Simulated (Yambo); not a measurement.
A G0W0@PBEsol run in Yambo for Zn₂P₂O₇ (space group C2/m, No. 12) (2×2×4 Γ-centred k mesh, bands 9 to 201 and a 7 Ry block in the screening, 201 bands in G with the Bruneval-Gonze terminator, plasmon pole fitted at 27.2 eV) gives these matrix elements, in eV, at the band edges ((0, 0, -0.5) → Γ):

| state | E0 | <Vxc> | <Σx> | <Σc(E0)> | Z |
|---|---|---|---|---|---|
| valence edge | 0.000 | -22.901 | -28.696 | 4.273 | 0.810 |
| conduction edge | 3.627 | -14.304 | -9.478 | -3.573 | 0.850 |

Question: Solve the linearised quasiparticle equation for both states, give the gap, and say how exchange and correlation each act on it.

Answer: E = E0 + Z(Σx + Σc − Vxc). Valence: 0.000 + 0.810 × (-28.696 + (4.273) − (-22.901)) = -1.23 eV. Conduction: 3.627 + 0.850 × (-9.478 + (-3.573) − (-14.304)) = 4.69 eV. The gap is 5.92 eV, against 3.63 eV in PBEsol. Replacing Vxc by bare exchange alone would open it by 10.62 eV; correlation takes back 7.85 eV of that, and Z scales what is left. Nearest settings tried, and what they do to the gap: 92 bands in W, 92 bands in G: +379 meV; 6 Ry block (201 vectors against 263): -44 meV. Not varied: mesh. So the settings aren't converged at that level. Oxides, nitrides and fluorides with a shallow 3d shell are known to need far more bands and larger blocks. 

Geometry of the Materials Project entry, not relaxed at this level; primitive cell a = b = 5.353 Å, c = 4.558 Å, α = β = 99.10°, γ = 103.17°.

The structure is a Materials Project entry; no match was found in the copy of COD used, and its stability was not checked.
